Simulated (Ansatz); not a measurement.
The calculation used Ansatz 0.2.0, DFT PBE, scalar-relativistic, plane waves, PAW. All cells share a 420 eV cutoff and Γ-centred k meshes spaced about 0.3 Å⁻¹ or finer (0.25 for metals, 2π included). No spin polarisation.

These are static total energies at zero pressure.

Two relaxed structures of BeSe₃:

A.

```
CELL_PARAMETERS angstrom
11.81485 0.00000 0.00000
-5.90743 10.23196 0.00000
0.00000 0.00000 2.56466
ATOMIC_POSITIONS crystal
Be 0.66667 0.33333 0.25000
Be 0.33333 0.66667 0.75000
Se 0.46851 0.23426 0.75000
Se 0.76574 0.23426 0.75000
Se 0.76574 0.53149 0.75000
Se 0.53149 0.76574 0.25000
Se 0.23426 0.76574 0.25000
Se 0.23426 0.46851 0.25000
```

B.

```
CELL_PARAMETERS angstrom
5.22040 0.00000 0.00000
0.00000 5.22040 0.00000
0.00000 0.00000 7.61125
ATOMIC_POSITIONS crystal
Be 0.00000 0.00000 0.00000
Be 0.50000 0.50000 0.00000
Se 0.26370 0.76370 0.83456
Se 0.73630 0.23630 0.83456
Se 0.23630 0.26370 0.16545
Se 0.76370 0.73630 0.16545
Se 0.50000 0.00000 0.34698
Se 0.00000 0.50000 0.65302
```

Question: Which form is favoured at zero pressure, and by what margin per atom?

Answer: B is lower, by 0.37 eV/atom. A has space group P6_3/mmc (No. 194), 38.8 Å³/atom and no gap on its mesh; B has space group P-42_1m (No. 113), 25.9 Å³/atom and a gap of 0.69 eV. Counting Se atoms around Be (those within 1.25 times the shortest such distance or 1.15 times the sum of covalent radii), A has Be 6 and B has Be 4. A holds Se–Se chains (shortest 2.56 Å); B holds Se–Se units of three or more atoms (shortest 2.39 Å). Both come from trial cells of a structure search.

No dispersion correction is applied, so the spacing and binding between layers, chains or molecules are poorly described (P6_3/mmc, P-42_1m), and this can change margins and order among such cells. Kohn–Sham gaps at this level usually fall short of measured ones. With atoms moved at random, B ended within 5 meV/atom of its own energy, in a cell of lower symmetry. Other cells relaxed within their symmetry can be saddle points.
